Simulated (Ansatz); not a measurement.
This run works on a generated trial structure, not on a known crystal.

Input and command of a plane-wave DFT calculation in Ansatz:

```yaml
crystal:
  lattice:
    - [6.23826983, 0.0, 0.0]
    - [0.0, 6.23826983, 0.0]
    - [0.0, 0.0, 3.89422543]
  atoms:
    - { symbol: Dy, position: [0.85782076, 0.85782076, 0.5] }
    - { symbol: Dy, position: [0.14217924, 0.14217924, 0.5] }
    - { symbol: Dy, position: [0.64217924, 0.35782076, 0.0] }
    - { symbol: Dy, position: [0.35782076, 0.64217924, 0.0] }
    - { symbol: Ti, position: [0.0, 0.0, 0.0] }
    - { symbol: Ti, position: [0.5, 0.5, 0.5] }
basis:
  ecutwfc: 630
kpoints:
  mp_grid: { grid: [3, 3, 4] }
hamiltonian:
  xc: pbe
  pseudopotentials:
    kind: paw
    azcp: { Dy: "pseudopotentials/pbe/nc/lanthanide_3plus/Dy.nc.azcp" }
scf:
  occupations: { method: gaussian, width: 0.2 }
  lower_state_search: "off"
output:
  forces: true
  stress: true
  eigenvalues: true
relax:
  adjacent_minimum: "off"
  f_tol: 0.08
  max_steps: 16
  cell: { stress_tol: 0.8 }
```

```bash
ansatz run input.yaml --threads 1 --pin off --max-ram 2816MiB --backend cpu --events-out ev --progress --plain --runs-dir out
```

Processor: Arm Neoverse V2, 1 thread, on a host shared with other jobs.

Q: How long does it run, and how much memory does it take?

A: About 2.3 min, peak memory 0.5 GiB. It solves 41 bands at 9 k points (after reduction by symmetry) with about 6481 plane waves (on the last cell), in 103 SCF iterations over 14 ionic steps.

With its 4f electrons in the core of a norm-conserving potential, the lanthanide is trivalent by construction, without f bands, f moments or other valences.
